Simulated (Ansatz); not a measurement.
Input for Ansatz (plane-wave DFT, PAW):

```yaml
crystal:
  lattice:
    - [3.2134350452, 0.0, 0.0]
    - [-1.6067175226, 2.7829163825, 0.0]
    - [0.0, 0.0, 13.1902116935]
  atoms:
    - { symbol: W, position: [0.3333333333, 0.6666666667, 0.25] }
    - { symbol: W, position: [0.6666666667, 0.3333333333, 0.75] }
    - { symbol: S, position: [0.3333333333, 0.6666666667, 0.6305920625] }
    - { symbol: S, position: [0.6666666667, 0.3333333333, 0.1305920625] }
    - { symbol: S, position: [0.3333333333, 0.6666666667, 0.8694079375] }
    - { symbol: S, position: [0.6666666667, 0.3333333333, 0.3694079375] }
basis:
  ecutwfc: 500
kpoints:
  mp_grid: { grid: [12, 12, 4] }
hamiltonian:
  xc: r2scan
scf:
  occupations: { method: gaussian, width: 0.02 }
output:
  forces: true
  stress: true
  eigenvalues: true
relax:
  adjacent_minimum: "off"
  f_tol: 0.01
  max_steps: 30
  cell: { stress_tol: 0.1, fix: [volume] }
```

Run as
```bash
ansatz run input.yaml --threads 2 --pin off --max-ram 5120MiB --backend cpu --events-out ev --progress --plain --runs-dir out
```

Level of theory: DFT r2SCAN, scalar-relativistic, plane waves, PAW (Ansatz 0.2.0).

Abridged output:

```
Pseudopotentials: kind: paw
Pseudopotential: W, paw, valence charge 14, recommended cutoff 500 eV (meta_gga)
Pseudopotential: S, paw, valence charge 6, recommended cutoff 500 eV (meta_gga)
Functional definition: r2SCAN
Crystal: 6 atoms, lattice volume = 117.956 Å³
Basis set: ecut = 500 eV, 2983 PW (Γ), exchange–correlation on 96×96×400 points (64 copies of the dense FFT grid, shifted against one another)
Bands: 32, of which v1, the nominal top of the filled ones, is band 26 counted from 1 (25 counted from 0)
Symmetry: 24 space group operations
Space group: P63/mmc (ITA 194), of the structure as read, at distance tolerance 4.9e-5 Å
k-points: 57 of 576
Initial density: superposition of atomic densities (neutral atoms: chi_scale 0, normalization atom), corrected by the library's trained network
Initial wavefunctions: pseudopotential atomic-orbital guess
Functional: x = r2scan, c = r2scan; τ floored in thin density (d = 2e-4 eV/Å³)
SCF iter   1: F=—  HF=-24423.124063 eV  |F-HF|=—  |Δ(HF+E_count)|=         —  Δρ=7.51e-3  dr2=5.02e-2  dr2_τ=1.50e-1  ethr=1.77e-3  ⟨swp⟩=6.6  Hψ=8632  notcnv=0
SCF iter   2: F=—  HF=-24423.250077 eV  |F-HF|=—  |Δ(HF+E_count)|=   1.26e-1  Δρ=4.35e-3  dr2=1.41e-2  dr2_τ=2.40e-3  ethr=9.65e-5  ⟨swp⟩=2.8  Hψ=3652  notcnv=0  defer=89
SCF iter   3: F=—  HF=-24423.254152 eV  |F-HF|=—  |Δ(HF+E_count)|=   4.08e-3  Δρ=2.58e-3  dr2=3.22e-3  dr2_τ=3.88e-4  ethr=2.71e-5  ⟨swp⟩=2.1  Hψ=2495  notcnv=0  defer=89
SCF iter   4: F=—  HF=-24423.257769 eV  |F-HF|=—  |Δ(HF+E_count)|=   3.62e-3  Δρ=2.11e-4  dr2=5.39e-5  dr2_τ=6.99e-6  ethr=6.20e-6  ⟨swp⟩=2.1  Hψ=3308  notcnv=0  defer=89
SCF iter   5: F=—  HF=-24423.257792 eV  |F-HF|=—  |Δ(HF+E_count)|=   2.23e-5  Δρ=6.54e-5  dr2=1.32e-5  dr2_τ=5.23e-7  ethr=1.04e-7  ⟨swp⟩=2.1  Hψ=2715  notcnv=0  defer=89
SCF iter   6: F=—  HF=-24423.257795 eV  |F-HF|=—  |Δ(HF+E_count)|=   3.50e-6  Δρ=1.79e-5  dr2=1.11e-6  dr2_τ=1.70e-8  ethr=2.54e-8  ⟨swp⟩=2.3  Hψ=2601  notcnv=0  defer=89
SCF iter   7: F=-24423.257796 eV  HF=-24423.257796 eV  |F-HF|=8.67e-9  |Δ(HF+E_count)|=   3.44e-7  Δρ=2.60e-6  dr2=5.95e-9  dr2_τ=4.07e-10  ethr=1.92e-10  ⟨swp⟩=8.6  Hψ=9116  notcnv=0
SCF 1 converged in 7 iterations: F = -24423.257796 eV  dr2 = 5.95e-9
relax step   1: F+E_penalty+E_count = -24423.25779560 eV  Δ(F+E_penalty+E_count) = +0.000e0 eV  max|allowed force component| = 5.158e-1 eV/Å  Δτ_max = 0.0000 Å  P = -4.370 GPa  Ω = 117.956 Å³  fix = [volume]  reactions: volume -4.370 GPa (7 SCF iters, dr2 threshold 1.00e-7 eV, accepted)
Basis set: ecut = 500 eV, 3007 PW (Γ), exchange–correlation on 96×96×400 points (64 copies of the dense FFT grid, shifted against one another)
Initial density: handed on by an earlier stage of this run
Initial wavefunctions: those handed on with the density
SCF iter   1: F=—  HF=-24423.195421 eV  |F-HF|=—  |Δ(HF+E_count)|=         —  Δρ=5.38e-3  dr2=5.37e-2  dr2_τ=8.87e-2  ethr=9.03e-5  ⟨swp⟩=2.0  Hψ=10900  notcnv=0
SCF iter   2: F=—  HF=-24423.292895 eV  |F-HF|=—  |Δ(HF+E_count)|=   9.75e-2  Δρ=2.53e-3  dr2=4.70e-3  dr2_τ=1.29e-3  ethr=9.03e-5  ⟨swp⟩=3.0  Hψ=3469  notcnv=0  defer=2
SCF iter   3: F=—  HF=-24423.293582 eV  |F-HF|=—  |Δ(HF+E_count)|=   6.87e-4  Δρ=1.32e-3  dr2=1.52e-3  dr2_τ=7.87e-5  ethr=9.04e-6  ⟨swp⟩=2.5  Hψ=2893  notcnv=0
SCF iter   4: F=—  HF=-24423.293872 eV  |F-HF|=—  |Δ(HF+E_count)|=   2.89e-4  Δρ=1.59e-4  dr2=3.44e-5  dr2_τ=2.88e-6  ethr=2.92e-6  ⟨swp⟩=2.5  Hψ=2832  notcnv=0
SCF iter   5: F=—  HF=-24423.293894 eV  |F-HF|=—  |Δ(HF+E_count)|=   2.27e-5  Δρ=5.06e-5  dr2=4.75e-6  dr2_τ=1.93e-7  ethr=6.61e-8  ⟨swp⟩=2.0  Hψ=2692  notcnv=0
SCF iter   6: F=-24423.293898 eV  HF=-24423.293898 eV  |F-HF|=4.04e-8  |Δ(HF+E_count)|=   3.43e-6  Δρ=1.19e-5  dr2=3.75e-7  dr2_τ=2.51e-8  ethr=1.15e-9  ⟨swp⟩=5.1  Hψ=9659  notcnv=0
SCF 2 converged in 6 iterations: F = -24423.293898 eV  dr2 = 3.75e-7
relax step   2: F+E_penalty+E_count = -24423.29389793 eV  Δ(F+E_penalty+E_count) = -3.610e-2 eV  max|allowed force component| = 2.711e-1 eV/Å  Δτ_max = 0.0604 Å  P = +1.317 GPa  Ω = 117.956 Å³  energy of the carried Pulay correction = -1.996e-17 eV  fix = [volume]  reactions: volume +1.317 GPa (6 SCF iters, dr2 threshold 6.00e-7 eV, accepted)
SCF iter   1: F=—  HF=-24423.300759 eV  |F-HF|=—  |Δ(HF+E_count)|=         —  Δρ=1.51e-3  dr2=3.36e-3  dr2_τ=5.49e-3  ethr=7.53e-6  ⟨swp⟩=2.1  Hψ=9787  notcnv=0
SCF iter   2: F=—  HF=-24423.301338 eV  |F-HF|=—  |Δ(HF+E_count)|=   5.80e-4  Δρ=7.39e-4  dr2=4.54e-4  dr2_τ=8.55e-5  ethr=6.47e-6  ⟨swp⟩=2.0  Hψ=3192  notcnv=0
SCF iter   3: F=—  HF=-24423.301358 eV  |F-HF|=—  |Δ(HF+E_count)|=   1.97e-5  Δρ=3.81e-4  dr2=1.36e-4  dr2_τ=6.99e-6  ethr=8.72e-7  ⟨swp⟩=2.4  Hψ=2801  notcnv=0
SCF iter   4: F=—  HF=-24423.301370 eV  |F-HF|=—  |Δ(HF+E_count)|=   1.25e-5  Δρ=4.40e-5  dr2=2.76e-6  dr2_τ=1.13e-7  ethr=2.62e-7  ⟨swp⟩=2.5  Hψ=2806  notcnv=0
SCF iter   5: F=-24423.301372 eV  HF=-24423.301372 eV  |F-HF|=1.56e-7  |Δ(HF+E_count)|=   1.18e-6  Δρ=1.26e-5  dr2=3.57e-7  dr2_τ=1.25e-8  ethr=1.15e-9  ⟨swp⟩=7.3  Hψ=8844  notcnv=0
SCF 3 converged in 5 iterations: F = -24423.301372 eV  dr2 = 3.57e-7
relax step   3: F+E_penalty+E_count = -24423.30137181 eV  Δ(F+E_penalty+E_count) = -7.474e-3 eV  max|allowed force component| = 5.457e-2 eV/Å  Δτ_max = 0.0176 Å  P = -0.456 GPa  Ω = 117.956 Å³  energy of the carried Pulay correction = +9.981e-18 eV  fix = [volume]  reactions: volume -0.456 GPa (5 SCF iters, dr2 threshold 6.00e-7 eV, accepted)
SCF iter   1: F=—  HF=-24423.301307 eV  |F-HF|=—  |Δ(HF+E_count)|=         —  Δρ=3.23e-4  dr2=2.06e-4  dr2_τ=6.11e-4  ethr=7.26e-7  ⟨swp⟩=3.1  Hψ=10505  notcnv=0
SCF iter   2: F=—  HF=-24423.301767 eV  |F-HF|=—  |Δ(HF+E_count)|=   4.59e-4  Δρ=1.51e-4  dr2=2.59e-5  dr2_τ=2.90e-6  ethr=3.95e-7  ⟨swp⟩=2.0  Hψ=3192  notcnv=0
SCF iter   3: F=—  HF=-24423.301771 eV  |F-HF|=—  |Δ(HF+E_count)|=   4.07e-6  Δρ=6.18e-5  dr2=5.05e-6  dr2_τ=3.56e-7  ethr=4.98e-8  ⟨swp⟩=2.6  Hψ=2571  notcnv=0
SCF iter   4: F=-24423.301772 eV  HF=-24423.301772 eV  |F-HF|=2.30e-8  |Δ(HF+E_count)|=   8.20e-7  Δρ=8.96e-6  dr2=1.11e-7  dr2_τ=5.65e-9  ethr=7.26e-10  ⟨swp⟩=5.3  Hψ=9561  notcnv=0
SCF 4 converged in 4 iterations: F = -24423.301772 eV  dr2 = 1.11e-7
relax step   4: F+E_penalty+E_count = -24423.30177167 eV  Δ(F+E_penalty+E_count) = -3.999e-4 eV  max|allowed force component| = 5.552e-3 eV/Å  Δτ_max = 0.0003 Å  P = -0.463 GPa  Ω = 117.956 Å³  energy of the carried Pulay correction = -1.996e-17 eV  fix = [volume]  reactions: volume -0.463 GPa (4 SCF iters, dr2 threshold 3.78e-7 eV, accepted)
SCF iter   1: F=—  HF=-24423.301778 eV  |F-HF|=—  |Δ(HF+E_count)|=         —  Δρ=1.39e-4  dr2=4.42e-5  dr2_τ=1.01e-4  ethr=1.38e-7  ⟨swp⟩=3.1  Hψ=10255  notcnv=0
SCF iter   2: F=—  HF=-24423.301860 eV  |F-HF|=—  |Δ(HF+E_count)|=   8.21e-5  Δρ=6.39e-5  dr2=3.24e-6  dr2_τ=8.46e-7  ethr=8.49e-8  ⟨swp⟩=2.0  Hψ=3060  notcnv=0
SCF iter   3: F=—  HF=-24423.301861 eV  |F-HF|=—  |Δ(HF+E_count)|=   9.00e-7  Δρ=3.08e-5  dr2=9.09e-7  dr2_τ=6.20e-8  ethr=6.24e-9  ⟨swp⟩=2.5  Hψ=2855  notcnv=0
SCF iter   4: F=-24423.301861 eV  HF=-24423.301861 eV  |F-HF|=5.79e-9  |Δ(HF+E_count)|=   2.53e-7  Δρ=4.15e-6  dr2=2.67e-8  dr2_τ=3.38e-9  ethr=9.99e-11  ⟨swp⟩=4.1  Hψ=8668  notcnv=0
SCF 5 converged in 4 iterations: F = -24423.301861 eV  dr2 = 2.67e-8
relax step   5: F+E_penalty+E_count = -24423.30186104 eV  Δ(F+E_penalty+E_count) = -8.937e-5 eV  max|allowed force component| = 4.019e-4 eV/Å  Δτ_max = 0.0009 Å  P = -0.380 GPa  Ω = 117.956 Å³  fix = [volume]  reactions: volume -0.380 GPa (4 SCF iters, dr2 threshold 5.19e-8 eV, accepted)
Initial wavefunctions: pseudopotential atomic-orbital guess (no wavefunctions were taken with the density)
SCF iter   1: F=—  HF=-24423.301870 eV  |F-HF|=—  |Δ(HF+E_count)|=         —  Δρ=4.74e-5  dr2=2.22e-7  dr2_τ=2.13e-6  ethr=2.70e-7  ⟨swp⟩=4.1  Hψ=14263  notcnv=0
SCF iter   2: F=—  HF=-24423.301882 eV  |F-HF|=—  |Δ(HF+E_count)|=   1.24e-5  Δρ=2.42e-5  dr2=5.58e-8  dr2_τ=1.86e-7  ethr=4.27e-10  ⟨swp⟩=2.7  Hψ=3608  notcnv=0
SCF iter   3: F=—  HF=-24423.301884 eV  |F-HF|=—  |Δ(HF+E_count)|=   1.60e-6  Δρ=2.49e-6  dr2=6.98e-9  dr2_τ=1.85e-9  ethr=1.07e-10  ⟨swp⟩=2.0  Hψ=3038  notcnv=0
SCF iter   4: F=-24423.301884 eV  HF=-24423.301884 eV  |F-HF|=7.49e-10  |Δ(HF+E_count)|=   3.65e-9  Δρ=5.75e-7  dr2=1.82e-10  dr2_τ=8.77e-11  ethr=1.00e-12  ⟨swp⟩=5.2  Hψ=9057  notcnv=0
SCF 6 converged in 4 iterations: F = -24423.301884 eV  dr2 = 1.82e-10
SCF converged after 4 iterations
Free energy (F): -24423.301884 eV
Harris-Foulkes:  -24423.301884 eV  (|F-HF|=7.49e-10)
Internal energy: -24423.301884 eV  (E = F + TS)
E sigma→0 (E₀):  -24423.301884 eV
Fermi energy:    10.451362 eV
--- Per-component energies (eV) ---
  E_band       = -498.570847
  E_kinetic    = 1332.121207
  E_local      = -4321.329658  (includes V_loc(G=0)·N_el)
  E_nonlocal   = 115.426495
  E_hartree    = 1758.535525
  E_xc         = -866.150162
  E_vxc        = -899.400660  (∫ρ·V_xc dr)
  E_paw        = -19624.338661  (= ΣΔE_a)
  E_vpaw       = -287.120904  (= ΣTr[D̂ρ^β])
  E_aug_tail   = -0.000093  (compensation charges beyond the density's cutoff)
  E_vtau       = 44.661898  (kinetic-family band-sum trace: ∫τ·v_τ [+ j·A + Jᵃ·Aᵃ] dr)
  E_ewald      = -2815.951572
  E_core_change = -1.614965  (= ΣΔE_core)
  E_smearing   =  0.000000  (= −TS)
--- Forces (eV/Å), atoms counted from 1 ---
  atom   1  W      0.00000000     0.00000000     0.00000000
  atom   2  W      0.00000000     0.00000000     0.00000000
  atom   3  S      0.00000000     0.00000000     0.00045635
  atom   4  S      0.00000000     0.00000000     0.00045635
  atom   5  S      0.00000000     0.00000000    -0.00045635
  atom   6  S      0.00000000     0.00000000    -0.00045635
--- Stress (GPa, compression-positive) ---
       -0.384202       0.000000       0.000000
        0.000000      -0.384202       0.000000
        0.000000       0.000000      -0.373553
  P = ⅓ Tr σ = -0.3807 GPa (-3.807 kbar)
--- Band table (eV; the first three rows and the last of 57) ---
  k-point 0: bands = ["-66.6138", "-66.6138", "-30.2453", "-30.2453", "-30.0934", "-30.0934", "-30.0934", "-30.0934", "-6.2428", "-6.1721", "-4.5344", "-4.3905", "2.4289", "2.9110", "6.2099", "6.2099", "6.2137", "6.2137", "6.4689", "7.4893", "7.4893", "7.5032", "7.5032", "7.7663", "8.9415", "9.7349", "12.3479", "12.3479", "12.3515", "12.3515", "12.4804", "12.4804"]
  k-point 1: bands = ["-66.6138", "-66.6138", "-30.2454", "-30.2453", "-30.0934", "-30.0934", "-30.0934", "-30.0934", "-6.2330", "-6.1831", "-4.5129", "-4.4112", "2.4916", "2.8305", "6.2104", "6.2104", "6.2132", "6.2132", "6.6276", "7.4913", "7.4913", "7.5012", "7.5012", "7.5062", "9.1367", "9.6609", "12.3480", "12.3480", "12.3504", "12.3504", "12.4892", "12.4892"]
  k-point 2: bands = ["-66.6138", "-66.6138", "-30.2454", "-30.2454", "-30.0934", "-30.0934", "-30.0934", "-30.0934", "-6.2086", "-6.2086", "-4.4617", "-4.4617", "2.6524", "2.6524", "6.2118", "6.2118", "6.2118", "6.2118", "7.0296", "7.0296", "7.4963", "7.4963", "7.4963", "7.4963", "9.4458", "9.4458", "12.3486", "12.3486", "12.3486", "12.3486", "12.5095", "12.5095"]
  k-point 56: bands = ["-66.5929", "-66.5929", "-30.3571", "-30.3571", "-30.3218", "-30.3218", "-30.1698", "-30.1698", "-3.6994", "-3.6994", "-3.5625", "-3.5625", "3.2741", "3.2741", "3.6862", "3.6862", "4.6000", "4.6000", "5.1608", "5.1608", "5.9042", "5.9042", "6.7789", "6.7789", "9.2541", "9.2541", "11.1686", "11.1686", "12.8385", "12.8385", "13.5475", "13.5475"]
--- Relaxed structure (5 steps of the walk, 5 accepted, 1 SCFs on fresh bases) ---
  F+E_penalty+E_count = -24423.30188364 eV   max|allowed force component| = 4.564e-4 eV/Å   (the final SCF, on the basis selected at the relaxed cell)
  cell:  # Å, volume = 117.9564 Å³
    - [3.18499732, 0.0, 0.0]
    - [-1.59249866, 2.75828859, 0.0]
    - [0.0, 0.0, 13.42680476]
  atoms:
    - { symbol: W, position: [0.33333333, 0.66666666, 0.25] }
    - { symbol: W, position: [0.66666666, 0.33333333, 0.74999999] }
    - { symbol: S, position: [0.33333333, 0.66666666, 0.63388418] }
    - { symbol: S, position: [0.66666666, 0.33333333, 0.13388418] }
    - { symbol: S, position: [0.33333333, 0.66666666, 0.86611581] }
    - { symbol: S, position: [0.66666666, 0.33333333, 0.36611581] }
```

The relaxation met its thresholds.

It took 69 s on 2 threads of Arm Neoverse V2, on a shared host, peak memory 0.74 GiB.

Spin–orbit coupling is left out, which can shift energies with elements as heavy as these. The cell holds layers, and r2SCAN describes their binding at middle range but leaves out its long-range dispersion part.